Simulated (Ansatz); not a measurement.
LaMoN3:
Space group R3c, hexagonal axes (No. 161); a = b = 5.650 Å, c = 13.775 Å, α = β = 90.00°, γ = 120.00°

| atom | site | symmetry | x | y | z |
|---|---|---|---|---|---|
| La | 6a | 3. | 0.0000 | 0.0000 | 0.2421 |
| Mo | 6a | 3. | 0.0000 | 0.0000 | 0.4896 |
| N | 18b | 1 | 0.1124 | 0.3324 | 0.0955 |
(The calculation used a cell of 10 atoms; values per cell refer to that cell.)

Relaxed with PBEsol.

**Question.** Which orbitals make up the states near the band edges in the program Ansatz at the PBEsol level (PAW)?

**Answer.** Top 1 eV of the valence band: N 2p 83 %, La 5d 6 %. Bottom 1 eV of the conduction band: Mo 4d 49 %, N 2p 30 %, La 5d 9 %, La 4f 6 %. Projections are on Löwdin-orthogonalised atomic valence shells; empty p or d shells of many metals are not among them.

**Question.** Tabulate the density of states.

**Answer.** States/eV per cell of 10 atoms, in 0.25 eV bins, energy from the valence-band maximum.

```tsv
E (eV)	total	N 2p	La 4f	Mo 4d
-7.85	0.00	0.00	0.00	0.00
-7.60	0.00	0.00	0.00	0.00
-7.35	0.00	0.00	0.00	0.00
-7.10	0.00	0.00	0.00	0.00
-6.85	0.00	0.00	0.00	0.00
-6.60	0.00	0.00	0.00	0.00
-6.35	0.00	0.00	0.00	0.00
-6.10	0.00	0.00	0.00	0.00
-5.85	0.00	0.00	0.00	0.00
-5.60	3.94	1.99	0.01	1.44
-5.35	9.00	4.73	0.04	3.16
-5.10	7.06	3.75	0.04	2.33
-4.85	6.46	3.37	0.03	2.20
-4.60	5.15	2.71	0.03	1.69
-4.35	8.85	4.50	0.04	3.05
-4.10	8.33	4.24	0.05	2.85
-3.85	10.57	5.64	0.08	3.31
-3.60	6.38	3.53	0.06	1.86
-3.35	7.43	4.46	0.08	1.67
-3.10	4.99	3.20	0.06	0.85
-2.85	3.32	2.19	0.06	0.51
-2.60	4.70	3.20	0.10	0.59
-2.35	4.59	3.18	0.10	0.54
-2.10	6.04	4.07	0.15	1.01
-1.85	5.79	4.21	0.18	0.62
-1.60	4.30	3.25	0.14	0.34
-1.35	6.79	5.28	0.21	0.48
-1.10	10.01	8.01	0.32	0.60
-0.85	6.79	5.54	0.19	0.32
-0.60	6.05	5.03	0.15	0.23
-0.35	6.27	5.27	0.19	0.17
-0.10	1.21	1.03	0.04	0.02
0.15	0.00	0.00	0.00	0.00
0.40	0.00	0.00	0.00	0.00
0.65	0.00	0.00	0.00	0.00
0.90	0.00	0.00	0.00	0.00
1.15	3.09	0.91	0.15	1.59
1.40	4.75	1.46	0.28	2.37
1.65	4.29	1.32	0.27	2.14
1.90	6.17	1.89	0.45	2.95
2.15	5.78	1.54	0.48	2.81
2.40	5.26	1.41	0.53	2.55
2.65	8.21	2.20	0.97	3.92
2.90	9.13	2.45	1.40	4.00
3.15	1.40	0.32	0.34	0.47
3.40	3.04	0.16	1.92	0.15
3.65	24.75	0.61	21.84	0.68
3.90	50.49	1.08	46.48	1.25
```

The workflow started from a Materials Project entry (that database holds measured and hypothetical structures alike); the Crystallography Open Database copy checked does not list it. Whether it is the stable phase at ambient conditions was not checked. The PBEsol relaxation kept the symmetry of its start; phonons on a q-mesh show no instability. The run is not spin-polarised. Spin–orbit coupling is left out wherever it is not named.

Potentials: the later of the program's two PAW sets.
